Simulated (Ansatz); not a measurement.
GaN:
```yaml
crystal:
  lattice:
    - [2.96716, 0.00000, 0.00000]
    - [-1.48358, 2.56963, 0.00000]
    - [0.00000, 0.00000, 5.03272]
  atoms:
    - { symbol: Ga, position: [0.00000, 0.00000, 0.00000] }
    - { symbol: Ga, position: [0.00000, 0.00000, 0.50000] }
    - { symbol: N, position: [0.33333, 0.66667, 0.25000] }
    - { symbol: N, position: [0.66667, 0.33333, 0.75000] }
```

Relaxed with r²SCAN. Independent-particle spectrum: no excitons, no local fields, no scissors shift; 0.1 eV broadening; ε₁ of the summed bands alone.

Question: Tabulate the dielectric function from DFT-r²SCAN in the program Ansatz with PAW potentials.

Answer: 

| E (eV) | ε₁ xx | ε₂ xx | ε₁ zz | ε₂ zz |
|---|---|---|---|---|
| 0.0 | 7.27 | 0.00 | 7.80 | 0.00 |
| 0.4 | 7.29 | 0.00 | 7.83 | 0.00 |
| 0.8 | 7.38 | 0.00 | 7.91 | 0.00 |
| 1.2 | 7.52 | 0.00 | 8.06 | 0.00 |
| 1.6 | 7.75 | 0.00 | 8.28 | 0.00 |
| 2.0 | 8.09 | 0.00 | 8.60 | 0.00 |
| 2.4 | 8.68 | 0.06 | 9.07 | 0.00 |
| 2.8 | 9.50 | 0.59 | 9.77 | 0.01 |
| 3.2 | 9.88 | 1.07 | 10.92 | 0.47 |
| 3.6 | 11.43 | 1.58 | 11.90 | 0.93 |
| 4.0 | 10.95 | 4.26 | 14.10 | 1.95 |
| 4.4 | 10.53 | 4.44 | 16.51 | 5.03 |
| 4.8 | 12.93 | 7.77 | 15.05 | 12.15 |
| 5.2 | 8.46 | 7.70 | 8.92 | 12.85 |
| 5.6 | 8.82 | 9.46 | 8.74 | 13.48 |
| 6.0 | 6.47 | 11.34 | 2.30 | 15.36 |
| 6.4 | 4.61 | 12.44 | 1.46 | 13.24 |
| 6.8 | 0.22 | 11.11 | -1.88 | 9.43 |
| 7.2 | -0.94 | 6.71 | -0.77 | 6.17 |
| 7.6 | 1.21 | 5.42 | 0.70 | 5.43 |
| 8.0 | 2.64 | 5.43 | 1.40 | 5.21 |
| 8.4 | 2.58 | 7.95 | 2.44 | 5.64 |
| 8.8 | -0.39 | 7.77 | 1.73 | 7.24 |
| 9.2 | -1.01 | 4.93 | 0.64 | 6.50 |
| 9.6 | 0.64 | 3.81 | 1.31 | 5.91 |
| 10.0 | 1.88 | 4.85 | 2.23 | 7.91 |
| 10.4 | 1.82 | 4.93 | -0.63 | 7.09 |
| 10.8 | 1.43 | 7.31 | -1.06 | 8.02 |
| 11.2 | 0.03 | 6.38 | -2.88 | 6.06 |
| 11.6 | -0.37 | 6.16 | -2.15 | 4.80 |
| 12.0 | -1.21 | 6.62 | -1.83 | 4.96 |

Question: From ε at 4.2 eV (xx: 10.51 + 4.49i), find n, k, the normal reflectivity and the absorption coefficient.

Answer: n = 3.31, k = 0.678, R = 30 %, α = 2kE/ħc = 290000 cm⁻¹.

With all bands, ε∞ without local fields is 7.43 (xx = yy), 7.96 (zz).

Space group P6_3/mmc (NiAs type). The cell is a constructed one: a structure type filled with these elements; the Crystallography Open Database copy checked does not list it. It is not the phase usual at ambient conditions (space group No. 186, 216). The cell was relaxed with r²SCAN under the symmetry of its start; its stability against distortions is not shown here. Spin–orbit coupling is left out wherever it is not named.

Potentials: the later of the program's two PAW sets.
